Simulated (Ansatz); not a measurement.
W:
```xyz
1
Lattice="-1.5772 1.5772 1.5772 1.5772 -1.5772 1.5772 1.5772 1.5772 -1.5772" Properties=species:S:1:pos:R:3 pbc="T T T"
W      0.0000     0.0000     0.0000
```

Relaxed with PBEsol. Special points in fractions of this cell's reciprocal vectors: Γ (0.000, 0.000, 0.000); H (0.500, -0.500, 0.500); N (0.000, 0.000, 0.500); P (0.250, 0.250, 0.250).

List the band energies nearest the Fermi level at these points for the program Ansatz at the PBEsol level (PAW).

In eV from the Fermi level; about four levels below and three above (degenerate sets whole), none deeper than 8.9 eV; … stands for higher levels left out; points with the same levels are listed once.

```json
[
 {"k": "Γ", "below": "-1.25 -1.25 -1.25", "above": "2.26 2.26 …"},
 {"k": "H", "below": "-5.93 -5.93", "above": "5.25 5.25 5.25"},
 {"k": "N", "below": "-6.34 -3.62", "above": "0.75 2.16 3.16"},
 {"k": "P", "below": "-2.97 -2.97 -2.97", "above": "3.33 3.33 6.69"}
]
```

Space group Im-3m (bcc (W type)). The PBEsol relaxation kept the symmetry of its start. No spin polarisation was allowed. Scalar-relativistic: spin–orbit coupling is off unless named, which matters more the heavier the elements.

Potentials: the later of the program's two PAW sets.
